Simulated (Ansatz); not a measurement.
Starting cell, Bi$_{2}$Se$_{3}$ (Bi2Te3 type, space group R-3m):

```xyz
5
Lattice="2.0407 1.1782 9.2219 -2.0407 1.1782 9.2219 0.0000 -2.3564 9.2219" Properties=species:S:1:pos:R:3 pbc="T T T"
Bi     0.0000     0.0000    11.1175
Bi     0.0000     0.0000    16.5481
Se     0.0000     0.0000     0.0000
Se     0.0000     0.0000     5.7494
Se     0.0000     0.0000    21.9163
```

In each cell atom 1 (Bi, nearest neighbour Se at 2.835 Å; its periodic images, 4.1 Å or more away, move with it) moves by s·(0.707, 0.707, 0.000) (along Cartesian [110]), the rest being held.

The numbers are results of PBEsol-D3(BJ) (plane waves to 420 eV, PAW, scalar-relativistic; Ansatz, a first-principles code), not measurements. k mesh 8×8×8 (Γ-centred), Fermi-Dirac smearing 0.05 eV. Energies are smeared free energies. With partly filled bands, energies and forces of such displacements shift with the k mesh and the smearing. F⊥ is the part of the force across the line. At this level the bands of Bi2Se3 touch or barely overlap; measurements give the solid a gap. Bi2Se3 was relaxed with its symmetry unable to fall. Spin-orbit coupling is left out, though Bi is heavy. ΔE is measured from the undisplaced structure.

```csv
s (Å),|F⊥| (eV/Å),ΔE (meV/cell)
-0.280,0.264,?
-0.224,0.162,91
-0.168,0.087,?
-0.112,0.037,22
-0.056,0.009,5
0.000,0.001,0
0.056,0.009,5
0.112,0.031,21
0.168,0.066,46
0.224,?,82
0.280,0.162,129
```

**Question.** Fill in the missing entries.

**Answer.** 
- -0.280, ΔE (meV/cell): 147
- -0.168, ΔE (meV/cell): 50
- 0.224, |F⊥| (eV/Å): 0.111

(For displaced atoms, the force is minus the slope of the energy, and its curvature is a force constant, which sets phonon frequencies.)
